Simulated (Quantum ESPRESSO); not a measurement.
# Band energies of Rb$_{2}$PtH$_{6}$

```xyz
9
Lattice="0.0000 4.2608 4.2608 4.2608 0.0000 4.2608 4.2608 4.2608 0.0000" Properties=species:S:1:pos:R:3 pbc="T T T"
H      4.2608     4.2608     6.8796
H      4.2608     4.2608     1.6420
H      6.8796     4.2608     4.2608
H      1.6420     4.2608     4.2608
H      4.2608     6.8796     4.2608
H      4.2608     1.6420     4.2608
Rb     6.3912     6.3912     6.3912
Rb     2.1304     2.1304     2.1304
Pt     0.0000     0.0000     0.0000
```

LDA (Quantum ESPRESSO, PseudoDojo norm-conserving, 84 Ry, no spin-orbit coupling); path ΓXWKΓLUWLK,UX; energies in eV from the valence-band maximum.

```
k (1/Å)  point  band 17  band 18  band 19  band 20  band 21  band 22  band 23  band 24
-------  -----  -------  -------  -------  -------  -------  -------  -------  -------
0.00         Γ    -0.75    -0.75    -0.32    -0.32    -0.32     4.54     5.49     5.49
0.25              -0.76    -0.76    -0.45    -0.24    -0.24     4.92     5.32     5.62
0.49              -0.77    -0.77    -0.66    -0.08    -0.08     4.18     6.05     6.49
0.74         X    -0.78    -0.78    -0.74    -0.01    -0.01     3.78     6.02     6.73
0.74         W    -0.86    -0.77    -0.34    -0.34    -0.04     4.11     5.76     6.57
1.00         K    -0.84    -0.77    -0.51    -0.22     0.00     4.08     5.91     6.31
1.19              -0.83    -0.77    -0.43    -0.30    -0.03     4.62     5.38     6.46
1.39              -0.80    -0.76    -0.50    -0.22    -0.14     5.18     5.25     5.79
1.58              -0.76    -0.75    -0.41    -0.27    -0.26     4.88     5.38     5.49
1.78         Γ    -0.75    -0.75    -0.32    -0.32    -0.32     4.54     5.49     5.49
1.94              -0.75    -0.75    -0.38    -0.28    -0.28     4.78     5.45     5.45
2.10              -0.76    -0.76    -0.52    -0.19    -0.19     5.35     5.38     5.38
2.26              -0.77    -0.77    -0.66    -0.10    -0.10     5.33     5.33     5.91
2.42         L    -0.77    -0.77    -0.71    -0.06    -0.06     5.32     5.32     6.17
2.64              -0.83    -0.77    -0.55    -0.18    -0.03     4.63     5.48     6.45
2.87         U    -0.84    -0.77    -0.51    -0.22     0.00     4.08     5.91     6.31
2.87         W    -0.86    -0.77    -0.34    -0.34    -0.04     4.11     5.76     6.57
3.00              -0.86    -0.77    -0.40    -0.30    -0.03     4.22     5.67     6.62
3.13              -0.84    -0.77    -0.52    -0.21    -0.03     4.53     5.50     6.54
3.26              -0.81    -0.77    -0.64    -0.10    -0.05     4.99     5.37     6.29
3.39         L    -0.77    -0.77    -0.71    -0.06    -0.06     5.32     5.32     6.17
3.50              -0.80    -0.77    -0.65    -0.09    -0.05     5.05     5.36     6.26
3.62              -0.83    -0.77    -0.55    -0.18    -0.03     4.63     5.48     6.45
3.73              -0.84    -0.77    -0.47    -0.26    -0.01     4.30     5.67     6.45
3.84         K    -0.84    -0.77    -0.51    -0.22     0.00     4.08     5.91     6.31
3.84         U    -0.84    -0.77    -0.51    -0.22     0.00     4.08     5.91     6.31
4.10         X    -0.78    -0.78    -0.74    -0.01    -0.01     3.78     6.02     6.73
```

The LDA gap is 3.78 eV and nearly direct: the edges lie at K and X, the smallest direct gap within 0.02 eV of it. Another valence extremum on the path lies within 0.02 eV, too close to call.

Without spin-orbit coupling, band edges of such heavy elements can be off by tenths of an eV.

Geometry of the Materials Project entry, not relaxed at this level.

The structure is a Materials Project entry; no match was found in the copy of COD used, and its stability was not checked.
